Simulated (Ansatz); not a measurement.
# TiO₂: the gap under strain, fitted and tested

Plane-wave DFT in Ansatz, r2SCAN, scalar-relativistic PAW potentials, cutoff 500 eV, no spin-orbit coupling; no spin polarisation. TiO₂ in space group I4_1/amd. Biaxial strain in the a-b plane; c and atoms relaxed (conventional cell); Kohn–Sham gaps sought over the whole zone.

| strain (%) | space group | gap (eV) |
| --- | --- | --- |
| -3.0 | I4_1/amd | 2.882 |
| -2.0 | I4_1/amd | 2.756 |
| -1.0 | I4_1/amd | 2.637 |
| +0.0 | I4_1/amd | 2.529 |
| +1.0 | I4_1/amd | 2.432 |
| +2.0 | I4_1/amd | ? |
| +3.0 | I4_1/amd | 2.279 |

Problem. Fit the given gaps and predict the missing one.

Solution. Next to zero the slopes are -108 meV per % on the compressed side and -97 on the stretched side. No break shows at zero, so all given rows go into a parabola: E_g = 2.529 -0.1009 ε +0.00574 ε² eV (ε in %; scatter 1 meV). At +2.0 % this gives 2.350 eV; the run gave 2.350 eV, 0 meV away. The fit holds.

Cost: about 18 core-minutes for the runs cited, on AMD EPYC 7R43 (Zen 3) (shared hosts).